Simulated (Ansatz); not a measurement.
CrO₂ (rutile)

```xyz
6
Lattice="4.4446 0.0000 0.0000 0.0000 4.4446 0.0000 0.0000 0.0000 2.9209" Properties=species:S:1:pos:R:3 pbc="T T T"
Cr     0.0000     0.0000     0.0000
Cr     2.2223     2.2223     1.4604
O      1.3493     1.3493     0.0000
O      3.5715     0.8730     1.4604
O      0.8730     3.5715     1.4604
O      3.0953     3.0953     0.0000
```

The slice is a (-1 1 0) plane (indices of the conventional cell) through the point (0.304, 0.304, 0.000) (fractional), spanned by u = [001] and v = [110] in vectors of this cell: u (2.92 Å) and v (6.29 Å, at 90° to u). It covers one period; positions are fractions (u, v).

Level of theory: PBE (plane waves to 420 eV, PAW, scalar-relativistic; Ansatz, a first-principles code). k mesh 11×11×16. Inside the PAW spheres the values are not all-electron values, and peaks at nuclei hang on which shells count as valence. CrO2 is run spin-polarised and with no Hubbard U. CrO2 was relaxed with its symmetry unable to fall. Relaxed CrO2 ends ferromagnetic. Other magnetic orders were not checked, so this need not be the ground state.

What is the ELF at the midpoint of the shortest Cr–O line in this plane (1.91 Å)?

0.2.

What is the valence density on the shortest Cr–O line in this plane (1.91 Å), at its midpoint?

0.78 e/Å³.

The ELF has a maximum in the middle third of the Cr–O line. Where, and how high?

0.81, 1.2 Å from Cr.

Sketch the electron localisation function (ELF) on this plane as a map.


```tsv
v \ u	0.00	0.15	0.31	0.46	0.62	0.77	0.92
0.96	x	0.79	0.58	0.06	0.22	0.78	x
0.86	0.33	0.24	0.09	0.03	0.05	0.16	0.30
0.75	x	0.74	0.13	0.09	0.08	0.43	0.86
0.64	x	0.74	0.13	0.09	0.08	0.43	0.86
0.54	0.32	0.24	0.09	0.03	0.05	0.16	0.30
0.43	x	0.79	0.58	0.06	0.22	0.78	x
0.32	0.74	0.82	0.18	0.37	0.18	0.60	0.79
0.21	0.13	0.10	0.68	x	x	0.28	0.12
0.11	0.76	0.59	0.18	0.72	0.46	0.22	0.75
0.00	x	0.78	0.60	0.09	0.22	0.81	x
```

Values: electron localisation function (ELF). Points within 0.4 Å of a nucleus are blanked (x), as the pseudised field means little there.
